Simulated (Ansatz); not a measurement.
BeAg:
```xyz
2
Lattice="2.9094 0.0000 0.0000 0.0000 2.9094 0.0000 0.0000 0.0000 2.9094" Properties=species:S:1:pos:R:3 pbc="T T T"
Be     0.0000     0.0000     0.0000
Ag     1.4547     1.4547     1.4547
```

Relaxed with PBEsol. Special points in fractions of this cell's reciprocal vectors: Γ (0.000, 0.000, 0.000); X (0.000, 0.500, 0.000); M (0.500, 0.500, 0.000); R (0.500, 0.500, 0.500).

Q: List the band energies nearest the Fermi level at these points for PBEsol (plane waves, PAW; program Ansatz).

A: In eV from the Fermi level; about four levels below and three above (degenerate sets whole), none deeper than 8.9 eV; points with the same levels are listed once.

```csv
k,below,above
Γ,-6.76 -6.76 -4.56 -4.56 -4.56,4.60 4.60 4.60
X,-5.54 -5.54 -5.08 -4.47 -2.29,8.69 8.69 10.87
M,-5.23 -5.23 -3.80 -2.28 -2.28,3.03 3.68 8.08
R,-7.19 -7.19 -7.19 -3.75 -3.75,3.95 4.22 4.22 4.22
```

Space group Pm-3m (CsCl type). The start of the workflow was typed in or built on a structure type; neither database checked (COD, Materials Project) lists it. Its standing as an ambient phase is unchecked. Symmetry was held in the PBEsol relaxation; whether a distortion lowers the energy is not shown. No spin polarisation was allowed. Spin–orbit coupling is left out wherever it is not named.

Potentials: the earlier of the program's two PAW sets. The files were generated under PBE; for other functionals the program regenerates the frozen cores, and for LDA and PBEsol the local potential too.
